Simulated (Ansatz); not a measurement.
ZrPbO3:
```xyz
5
Lattice="4.1085 0.0000 0.0000 0.0000 4.1085 0.0000 0.0000 0.0000 4.1085" Properties=species:S:1:pos:R:3 pbc="T T T"
Zr     0.0000     0.0000     0.0000
Pb     2.0542     2.0542     2.0542
O      2.0542     0.0000     0.0000
O      0.0000     2.0542     0.0000
O      0.0000     0.0000     2.0542
```

Relaxed with LDA. Special points in fractions of this cell's reciprocal vectors: Γ (0.000, 0.000, 0.000); X (0.000, 0.500, 0.000); M (0.500, 0.500, 0.000); R (0.500, 0.500, 0.500).

Question: List the band energies nearest the valence-band maximum at these points for LDA in the plane-wave PAW code Ansatz.

Answer: In eV from the valence-band maximum; about four levels below and three above (degenerate sets whole), none deeper than 8.9 eV; points with the same levels are listed once.

```csv
k,below,above
Γ,-1.10 -1.10 -1.10 -0.37 -0.37 -0.37,3.71 3.71 3.71
X,-1.35 -0.42 -0.42 0.00,2.36 3.76 5.15 5.15
M,-2.19 -2.19 -1.61 -0.71 -0.02,4.30 4.50 4.50
R,-3.58 -0.05 -0.05 -0.05,5.75 5.75 5.75
```

Space group Pm-3m (cubic perovskite). The workflow started from a Materials Project entry (that database holds measured and hypothetical structures alike); the Crystallography Open Database copy checked does not list it. COD files the formula under space group No. 38, 55, so this cell is another polymorph or a model. Its standing as an ambient phase is unchecked. The cell was relaxed with LDA under the symmetry of its start. At this level the phase is dynamically unstable (imaginary phonons). The run is not spin-polarised. Scalar-relativistic: spin–orbit coupling is off unless named, which matters more the heavier the elements.

Potentials: the later of the program's two PAW sets.
